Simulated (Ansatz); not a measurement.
Y3Si5:
```xyz
8
Lattice="6.5835 0.0000 0.0000 -3.2918 5.7015 0.0000 0.0000 0.0000 4.1944" Properties=species:S:1:pos:R:3 pbc="T T T"
Y     -2.1310     3.6911     0.0000
Y      4.2621     0.0000     0.0000
Y      1.1607     2.0104     0.0000
Si     3.2918     1.9005     2.0972
Si     0.0000     3.8010     2.0972
Si    -0.8830     1.5294     2.0972
Si     1.7660     0.0000     2.0972
Si     2.4088     4.1721     2.0972
```

Relaxed with PBE. Special points in fractions of this cell's reciprocal vectors: Γ (0.000, 0.000, 0.000); M (0.500, 0.000, 0.000); K (0.333, 0.333, 0.000); A (0.000, 0.000, 0.500); L (0.500, 0.000, 0.500); H (0.333, 0.333, 0.500).

Question: List the band energies nearest the Fermi level at these points for plane-wave PAW PBE with spin–orbit coupling (Ansatz code).

Answer: In eV from the Fermi level; about four levels below and three above (degenerate sets whole), none deeper than 8.9 eV; points with the same levels are listed once.

```csv
k,below,above
Γ,-1.10 -1.10 -1.09 -1.09 -0.31 -0.31,0.94 0.94 1.10 1.10
M,-0.59 -0.59 0.00 0.00,0.78 0.78 0.92 0.92
K,-1.11 -1.11 -1.11 -1.11,1.37 1.37 1.37 1.37
A,-2.25 -2.25 -1.35 -1.35,0.18 0.18 0.20 0.20
L,-2.02 -2.02 -1.47 -1.47,0.26 0.26 0.44 0.44
H,-1.75 -1.75 -1.75 -1.75,0.14 0.14 0.28 0.28
```

Space group P-62m. The start of the workflow was typed in or built on a structure type; neither database checked (COD, Materials Project) lists it. Whether it is the stable phase at ambient conditions was not checked. Symmetry was held in the PBE relaxation; whether a distortion lowers the energy is not shown. No spin polarisation was allowed.

Potentials: the later of the program's two PAW sets.
